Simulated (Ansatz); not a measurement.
The start is a relaxed Sb cell displaced along its unstable phonon at q = Γ (60i cm⁻¹), largest move 0.15 Å. A full variable-cell relaxation at zero pressure is run with PBEsol (plane waves to 420 eV, PAW, scalar-relativistic; Ansatz, a quantum-chemistry and plane-wave program). The first steps use a coarse 11×11×11 k-mesh.

Starting cell:
```
Sb
1.0
   -2.17200     2.17200     3.11355
    2.17200    -2.17200     3.11355
    2.17200     2.17200    -3.11355
Sb
2
Direct
  0.26464   0.23011   0.03453
  0.73536   0.76989   0.96547
```

```json
{
 "largest_initial_force": "0.53 eV/Å, on Sb1, Sb2 (atoms numbered as listed)",
 "energy_released": "0.02 eV/atom",
 "volume_change": "+1.5 %, from 29.38 to 29.81 Å³/atom",
 "relative_to_the_parent": "It does not go back: it reaches R-3m (No. 166), AFLOW prototype A_hR2_166_c (A7, as in As), 0.01 eV/atom below the parent",
 "Shortest distances (start → end)": "The closest pairs of elements (up to four, under 3.6 Å), start → end: Sb–Sb 2.88 → 2.93 Å",
 "band_gap_at_the_end": "no gap (metallic)",
 "optimiser_moves": "6"
}
```

Final values are on a 13×13×13 k-mesh of the relaxed cell. No spin polarisation in the result.

The run could not lose the symmetry of its start.

Of the parent cell (I4/mmm (No. 139)): it is a generated cell of Sb: the first start was made by placing the elements on the sites of a structure type, and the end was not matched to a known phase here, so it may be hypothetical. Known forms of Sb include space group No. 166.
